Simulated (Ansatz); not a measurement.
## Diamond alloy of Si and C (6 of 216 Si sites exchanged), 216 atoms

Ansatz, PAW, plane waves. PBEsol relaxation of volume and atoms (shape held) at the single k point (½, ½, ½); single points on the relaxed atoms at the Γ point alone, onto which points of the small cell's zone fold. Arrangement: quasirandom. No spin–orbit coupling unless named.

Relaxed cell: a = 16.111 Å, b = 16.111 Å, c = 16.111 Å, α = 90.00°, β = 90.00°, γ = 90.00°.

Mean bond lengths: C–Si 1.989 Å; Si–Si 2.349 Å.

Q: What gap lies between the top filled and the lowest empty level in the single points?

A: HSE06 1.12 eV (3 min on NVIDIA H100). An indirect band minimum needn't fold onto Γ of this cell; where it doesn't, these gaps are too wide.
